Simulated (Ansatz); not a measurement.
TaCo₂:
```xyz
6
Lattice="0.0000 3.3216 3.3216 3.3216 0.0000 3.3216 3.3216 3.3216 0.0000" Properties=species:S:1:pos:R:3 pbc="T T T"
Co     0.8304     0.8304     0.8304
Co     0.8304     2.4912     2.4912
Co     2.4912     2.4912     0.8304
Co     2.4912     0.8304     2.4912
Ta     3.3216     3.3216     3.3216
Ta     4.9824     4.9824     4.9824
```
Starting moments (μB, in the order of the atoms Co Co Co Co Ta Ta): 0.3 0.3 0.3 0.3 0.0 0.0.

Relaxed with PBEsol.

Question: Which orbitals make up the states near the Fermi level in plane-wave PAW PBEsol (Ansatz code)?

Answer: Within 0.5 eV of the Fermi level: Co 3d 69 %, Ta 5d 24 %. Projections are on Löwdin-orthogonalised atomic valence shells; empty p or d shells of many metals are not among them.

Question: Tabulate the density of states.

Answer: States/eV per cell of 6 atoms, in 0.25 eV bins, energy from the Fermi level.

| E (eV) | total | Co 3d | Ta 5d | Co 4s |
|---|---|---|---|---|
| -7.85 | 0.46 | 0.01 | 0.01 | 0.25 |
| -7.60 | 0.52 | 0.01 | 0.01 | 0.28 |
| -7.35 | 0.59 | 0.01 | 0.02 | 0.32 |
| -7.10 | 0.67 | 0.02 | 0.03 | 0.35 |
| -6.85 | 0.76 | 0.03 | 0.05 | 0.39 |
| -6.60 | 0.91 | 0.04 | 0.08 | 0.46 |
| -6.35 | 0.95 | 0.06 | 0.11 | 0.49 |
| -6.10 | 1.23 | 0.12 | 0.18 | 0.64 |
| -5.85 | 1.51 | 0.18 | 0.29 | 0.72 |
| -5.60 | 2.05 | 0.32 | 0.52 | 0.79 |
| -5.35 | 2.73 | 0.65 | 0.90 | 0.83 |
| -5.10 | 3.56 | 1.38 | 0.93 | 0.64 |
| -4.85 | 6.71 | 3.10 | 1.90 | 0.66 |
| -4.60 | 5.00 | 2.48 | 1.50 | 0.40 |
| -4.35 | 4.74 | 2.54 | 1.43 | 0.47 |
| -4.10 | 3.90 | 2.31 | 1.01 | 0.40 |
| -3.85 | 3.70 | 2.55 | 0.68 | 0.33 |
| -3.60 | 4.36 | 3.45 | 0.55 | 0.22 |
| -3.35 | 7.10 | 5.69 | 0.96 | 0.26 |
| -3.10 | 12.68 | 10.38 | 1.67 | 0.30 |
| -2.85 | 17.63 | 13.94 | 3.02 | 0.22 |
| -2.60 | 16.37 | 11.44 | 3.89 | 0.36 |
| -2.35 | 10.88 | 7.51 | 2.06 | 0.60 |
| -2.10 | 9.01 | 6.28 | 1.43 | 0.58 |
| -1.85 | 7.23 | 5.06 | 1.17 | 0.38 |
| -1.60 | 4.33 | 3.08 | 0.77 | 0.20 |
| -1.35 | 5.85 | 4.72 | 0.74 | 0.16 |
| -1.10 | 9.02 | 7.69 | 0.99 | 0.12 |
| -0.85 | 11.29 | 9.53 | 1.37 | 0.13 |
| -0.60 | 9.66 | 8.02 | 1.25 | 0.09 |
| -0.35 | 9.51 | 7.86 | 1.20 | 0.07 |
| -0.10 | 8.55 | 6.15 | 1.66 | 0.10 |
| 0.15 | 8.23 | 5.08 | 2.31 | 0.12 |
| 0.40 | 6.56 | 3.37 | 2.71 | 0.14 |
| 0.65 | 7.85 | 4.56 | 2.95 | 0.19 |
| 0.90 | 5.69 | 3.59 | 1.88 | 0.09 |
| 1.15 | 7.28 | 4.01 | 2.83 | 0.19 |
| 1.40 | 5.51 | 2.85 | 2.10 | 0.28 |
| 1.65 | 3.32 | 1.49 | 1.28 | 0.29 |
| 1.90 | 2.29 | 0.89 | 0.90 | 0.26 |
| 2.15 | 1.41 | 0.43 | 0.60 | 0.14 |
| 2.40 | 1.67 | 0.38 | 0.84 | 0.10 |
| 2.65 | 2.35 | 0.49 | 1.22 | 0.17 |
| 2.90 | 2.23 | 0.42 | 1.18 | 0.15 |
| 3.15 | 3.89 | 0.65 | 2.37 | 0.25 |
| 3.40 | 3.30 | 0.50 | 2.15 | 0.23 |
| 3.65 | 4.23 | 0.52 | 3.17 | 0.26 |
| 3.90 | 4.94 | 0.56 | 3.93 | 0.20 |
| 4.15 | 4.42 | 0.45 | 3.57 | 0.16 |
| 4.40 | 1.59 | 0.17 | 0.97 | 0.18 |
| 4.65 | 1.51 | 0.15 | 0.83 | 0.20 |

Space group Fd-3m (cubic Laves (MgCu2 type)). The workflow started from an entry of the Crystallography Open Database (COD). Its standing as an ambient phase is unchecked. The PBEsol relaxation kept the symmetry of its start; whether a distortion lowers the energy is not shown. Magnetic state: ferromagnetic, the only order run, not a proven ground state. Scalar-relativistic: spin–orbit coupling is off unless named, which matters more the heavier the elements.

Potentials: the later of the program's two PAW sets.
